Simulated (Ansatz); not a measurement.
SiMo:
```xyz
2
Lattice="3.0836 0.0000 0.0000 -1.5418 2.6704 0.0000 0.0000 0.0000 3.4736" Properties=species:S:1:pos:R:3 pbc="T T T"
Si     0.0000     0.0000     0.0000
Mo     0.0000     1.7803     1.7368
```

This is the LDA-relaxed structure. x, y and z are the axes in which the lattice vectors are written.

Problem. All from the program Ansatz at the LDA level (PAW), unless another level is named. Estimate the Poisson's ratio.

Solution. 0.29.

Problem. Give the elastic constants (relaxed ions, GPa).

Solution. C11 = 287, C12 = 147, C13 = 191, C33 = 408, C44 = 197.

Space group P-6m2. The first step of the workflow began from a Materials Project structure, measured or hypothetical; the Crystallography Open Database copy checked does not list it. Whether it is the stable phase at ambient conditions was not checked. The LDA relaxation kept the symmetry of its start; whether a distortion lowers the energy is not shown. No spin polarisation was allowed. As this level gives no gap, shear constants depend on the k-mesh and smearing (Fermi–Dirac, 0.1 eV here).

Potentials: the later of the program's two PAW sets.
